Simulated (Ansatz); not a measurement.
NbSnS:
```yaml
crystal:
  lattice:
    - [3.87994, 0.00000, 0.00000]
    - [0.00000, 3.87994, 0.00000]
    - [0.00000, 0.00000, 7.75310]
  atoms:
    - { symbol: Nb, position: [0.00000, 0.50000, 0.70776] }
    - { symbol: Nb, position: [0.50000, 0.00000, 0.29224] }
    - { symbol: Sn, position: [0.00000, 0.00000, 0.00000] }
    - { symbol: Sn, position: [0.50000, 0.50000, 0.00000] }
    - { symbol: S, position: [0.50000, 0.00000, 0.62236] }
    - { symbol: S, position: [0.00000, 0.50000, 0.37764] }
```

Relaxed with PBE. Special points in fractions of this cell's reciprocal vectors: Γ (0.000, 0.000, 0.000); X (0.000, 0.500, 0.000); M (0.500, 0.500, 0.000); Z (0.000, 0.000, 0.500); R (0.000, 0.500, 0.500); A (0.500, 0.500, 0.500).

**Question.** List the band energies nearest the Fermi level at these points for DFT-PBE in the program Ansatz with PAW potentials.

**Answer.** In eV from the Fermi level; about four levels below and three above (degenerate sets whole), none deeper than 8.9 eV; points with the same levels are listed once.

```tsv
k	below	above
Γ	-0.42 -0.20 -0.20 -0.17	0.05 0.19 0.96
X	-1.21 -1.21 -0.12 -0.12	1.05 1.05 1.51 1.51
M	-3.93 -3.93 -2.15 -2.15	0.85 0.85 1.08 1.08
Z	-0.43 -0.16 -0.02 -0.02	0.44 0.68 0.90
R	-2.28 -2.28 -0.87 -0.87	0.22 0.22 1.15 1.15
A	-3.31 -3.31 -2.91 -2.91	0.65 0.65 0.85 0.85
```

Space group P4/nmm. The start of the workflow was typed in or built on a structure type; neither database checked (COD, Materials Project) lists it. Its standing as an ambient phase is unchecked. Symmetry was held in the PBE relaxation; its stability against distortions is not shown here. The workflow began spin-polarised and lost its moments. Scalar-relativistic: spin–orbit coupling is off unless named, which matters more the heavier the elements.

Potentials: the later of the program's two PAW sets.
